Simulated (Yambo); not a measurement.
G0W0@PBEsol for PbTe (rock salt, space group Fm-3m, No. 225) in Yambo. Reference settings: 4×4×4 Γ-centred k mesh, 131 bands and a 8 Ry block in the screening, 131 bands in G with the Bruneval-Gonze terminator, plasmon pole fitted at 27.2 eV. The PBEsol gap L → L on this mesh is 0.74 eV; G0W0 gaps are taken between the same points.

The settings were changed. The gap went from 1.18 eV to 1.07 eV, and the shift of the valence edge from -0.74 eV to -0.25 eV.

Q: Which change was made?
(A) 47 bands in G, no terminator
(B) no terminator
(C) wavefunctions cut at 25 Ry
(D) 47 bands in G

A: A, 47 bands in G, no terminator. The others gave (gap, valence shift): no terminator: 1.15, -0.65 eV; 47 bands in G: 1.18, -0.68 eV; wavefunctions cut at 25 Ry: 1.22, -0.77 eV.

The standard potentials for Pb, Te keep a d shell in the valence without the s and p states of that shell. In tests on such compounds this moved G0W0 gaps by up to about 0.9 eV, so absolute quasiparticle energies here are unreliable; differences between settings are what counts.

Spin-orbit coupling is not included.

Geometry of the Materials Project entry, not relaxed at this level; primitive cell a = 4.6257 Å, b = 4.6257 Å, c = 4.6257 Å, α = 60.00°, β = 60.00°, γ = 60.00°.

A shift is the quasiparticle energy of the state minus its PBEsol energy.
